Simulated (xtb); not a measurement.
xtb single point, GFN2-xTB, ALPB implicit methanol, on tert-butylthiol, C4H10S (SMILES CC(C)(C)S), charge 0, multiplicity 1.

```
xtb m.xyz --gfn 2 --chrg 0 --uhf 0 --norestart --sp --alpb methanol

15

C     -0.564997     1.257622     0.711725
C     -0.032510     0.000086     0.037920
C     -0.564553    -1.257756     0.711541
C      1.490606     0.000366     0.010167
S     -0.577239     0.000054    -1.738786
H     -0.205504     1.308016     1.738269
H     -0.226906     2.145554     0.182178
H     -1.653509     1.259375     0.728343
H     -0.224273    -2.145554     0.183188
H     -0.206894    -1.306966     1.738786
H     -1.653092    -1.261000     0.726174
H      1.861615    -0.881191    -0.508201
H      1.861367     0.883161    -0.506281
H      1.882580    -0.000691     1.025405
H     -1.882580     0.000184    -1.478365
```

The program's output:

```

          ...................................................
          :                      SETUP                      :
          :.................................................:
          :  # basis functions                  36          :
          :  # atomic orbitals                  35          :
          :  # shells                           21          :
          :  # electrons                        32          :
          :  max. iterations                   250          :
          :  Hamiltonian                  GFN2-xTB          :
          :  restarted?                      false          :
          :  GBSA solvation                   true          :
          :  PC potential                    false          :
          :  electronic temp.          300.0000000     K    :
          :  accuracy                    1.0000000          :
          :  -> integral cutoff          0.2500000E+02      :
          :  -> integral neglect         0.1000000E-07      :
          :  -> SCF convergence          0.1000000E-05 Eh   :
          :  -> wf. convergence          0.1000000E-03 e    :
          :  Broyden damping             0.4000000          :
          :  net charge                          0          :
          :  unpaired electrons                  0          :
          ...................................................

 iter      E             dE          RMSdq      gap      omega  full diag
   1    -17.0939515 -0.170940E+02  0.340E+00    5.34       0.0  T
   2    -17.1293048 -0.353534E-01  0.213E+00    4.71       1.0  T
   3    -17.1311181 -0.181324E-02  0.836E-01    4.64       1.0  T
   4    -17.1324066 -0.128854E-02  0.311E-01    4.47       1.0  T
   5    -17.1325236 -0.116985E-03  0.138E-01    4.48       1.0  T
   6    -17.1325430 -0.194055E-04  0.295E-02    4.48       1.0  T
   7    -17.1325439 -0.835633E-06  0.473E-03    4.48       5.5  T
   8    -17.1325439 -0.272482E-07  0.280E-03    4.48       9.2  T
   9    -17.1325439 -0.657259E-08  0.774E-04    4.48      33.4  T
  10    -17.1325439 -0.400181E-09  0.252E-04    4.48     102.4  T

   *** convergence criteria satisfied after 10 iterations ***

         #    Occupation            Energy/Eh            Energy/eV
      -------------------------------------------------------------
         1        2.0000           -0.7017766             -19.0963
       ...           ...                  ...                  ...
        10        2.0000           -0.4703895             -12.8000
        11        2.0000           -0.4587071             -12.4821
        12        2.0000           -0.4563173             -12.4170
        13        2.0000           -0.4431431             -12.0585
        14        2.0000           -0.4417073             -12.0195
        15        2.0000           -0.4262359             -11.5985
        16        2.0000           -0.3623684              -9.8605 (HOMO)
        17                         -0.1977951              -5.3823 (LUMO)
        18                         -0.1140665              -3.1039
        19                         -0.0111844              -0.3043
        20                         -0.0050866              -0.1384
        21                          0.0073833               0.2009
       ...                                ...                  ...
        35                          0.5341694              14.5355
      -------------------------------------------------------------
                  HL-Gap            0.1645733 Eh            4.4783 eV
             Fermi-level           -0.2800818 Eh           -7.6214 eV


         :::::::::::::::::::::::::::::::::::::::::::::::::::::
         ::                     SUMMARY                     ::
         :::::::::::::::::::::::::::::::::::::::::::::::::::::
         :: total energy             -16.920985364597 Eh    ::
         :: total w/o Gsasa/hb       -16.914391215777 Eh    ::
         :: gradient norm              0.003287674875 Eh/a0 ::
         :: HOMO-LUMO gap              4.478267563624 eV    ::
         ::.................................................::
         :: SCC energy               -17.132524250385 Eh    ::
         :: -> isotropic ES            0.009367539430 Eh    ::
         :: -> anisotropic ES          0.003392582668 Eh    ::
         :: -> anisotropic XC          0.011015723265 Eh    ::
         :: -> dispersion             -0.009413017945 Eh    ::
         :: -> Gsolv                  -0.008022236822 Eh    ::
         ::    -> Gelec               -0.001428088002 Eh    ::
         ::    -> Gsasa               -0.009589332849 Eh    ::
         ::    -> Ghb                 -0.000949735788 Eh    ::
         ::    -> Gshift               0.003944919816 Eh    ::
         :: repulsion energy           0.211538885787 Eh    ::
         :: add. restraining           0.000000000000 Eh    ::
         :: total charge               0.000000000000 e     ::
         :::::::::::::::::::::::::::::::::::::::::::::::::::::

[... lines cut ...]
        35                          0.5341694              14.5355
      -------------------------------------------------------------
                  HL-Gap            0.1645733 Eh            4.4783 eV
             Fermi-level           -0.2800818 Eh           -7.6214 eV

     #   Z          covCN         q      C6AA      α(0)
     1   6 C        3.793    -0.112    22.645     6.777
     2   6 C        3.890     0.085    19.119     6.216
     3   6 C        3.793    -0.112    22.645     6.777
     4   6 C        3.814    -0.106    22.506     6.752
     5  16 S        2.019    -0.350   156.349    21.045
     6   1 H        0.925     0.048     2.348     2.396
     7   1 H        0.925     0.047     2.356     2.400
     8   1 H        0.925     0.044     2.391     2.418
     9   1 H        0.925     0.047     2.356     2.400
    10   1 H        0.925     0.048     2.348     2.396
    11   1 H        0.925     0.044     2.391     2.418
    12   1 H        0.925     0.043     2.404     2.425
    13   1 H        0.925     0.043     2.404     2.425
    14   1 H        0.925     0.047     2.360     2.402
    15   1 H        0.923     0.182     1.197     1.711

 Mol. C6AA /au·bohr⁶  :       2114.649800
 Mol. C8AA /au·bohr⁸  :      57164.930206
 Mol. α(0) /au        :         70.959562

Wiberg/Mayer (AO) data.
largest (>0.10) Wiberg bond orders for each atom

 ---------------------------------------------------------------------------
     #   Z sym  total        # sym  WBO       # sym  WBO       # sym  WBO
 ---------------------------------------------------------------------------
     1   6 C    3.994 --     2 C    1.007     7 H    0.985     8 H    0.984
                             6 H    0.978
     2   6 C    3.966 --     1 C    1.007     3 C    1.007     4 C    1.006
                             5 S    0.940
     3   6 C    3.994 --     2 C    1.007     9 H    0.985    11 H    0.984
                            10 H    0.978
     4   6 C    3.995 --     2 C    1.006    13 H    0.985    12 H    0.985
                            14 H    0.980
     5  16 S    1.981 --    15 H    0.954     2 C    0.940
     6   1 H    0.998 --     1 C    0.978
     7   1 H    0.998 --     1 C    0.985
     8   1 H    0.998 --     1 C    0.984
     9   1 H    0.998 --     3 C    0.985
    10   1 H    0.998 --     3 C    0.978
    11   1 H    0.998 --     3 C    0.984
    12   1 H    0.998 --     4 C    0.985
    13   1 H    0.998 --     4 C    0.985
    14   1 H    0.998 --     4 C    0.980
    15   1 H    0.967 --     5 S    0.954
 ---------------------------------------------------------------------------


molecular dipole:
                 x           y           z       tot (Debye)
 q only:       -0.212       0.000       0.821
   full:       -0.220       0.000       1.056       2.741
molecular quadrupole (traceless):
                xx          xy          yy          xz          yz          zz
 q only:        3.194      -0.000       0.585       0.569      -0.000      -3.780
  q+dip:        4.294      -0.000       1.239       0.144      -0.000      -5.532
   full:        4.687      -0.000       0.524       0.286       0.000      -5.211

           -------------------------------------------------
          | TOTAL ENERGY              -16.920985364597 Eh   |
          | GRADIENT NORM               0.003287674875 Eh/α |
          | HOMO-LUMO GAP               4.478267563624 eV   |
           -------------------------------------------------
```

The total energy is -460.44 eV, -0.21 eV from the same level's vacuum run.
